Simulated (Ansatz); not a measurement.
## Vibrational response of Be

All numbers below come from DFT PBE, scalar-relativistic, plane waves, PAW in Ansatz. Cutoff 420 eV, 30×30×16 k-points (Γ-centred), Fermi-Dirac smearing of 0.15 eV. No spin polarisation. Phonons by linear response, acoustic sum rule imposed.

Equilibrium structure at this level:
```yaml
crystal:
  lattice:
    - [2.26407, 0.00000, 0.00000]
    - [-1.13204, 1.96074, 0.00000]
    - [0.00000, 0.00000, 3.56347]
  atoms:
    - { symbol: Be, position: [0.66667, 0.33333, 0.75000] }
    - { symbol: Be, position: [0.33333, 0.66667, 0.25000] }
```

The cell has the hcp type, in a space group that the Crystallography Open Database lists for this formula; it was reached from a generator's guess. In a metal, frequencies depend on the k mesh and the smearing, soft modes most.

Task: Is this structure stable against zone-centre distortions?

Result: Yes, at Γ: no optical mode is imaginary. Strains and other wave vectors aren't tested by this run.

Task: List the optical modes at Γ (i marks imaginary ones).

Result:
```json
{"frequency (THz)": "14.01", "degeneracy": "2"}
{"frequency (THz)": "20.69", "degeneracy": "1"}
```
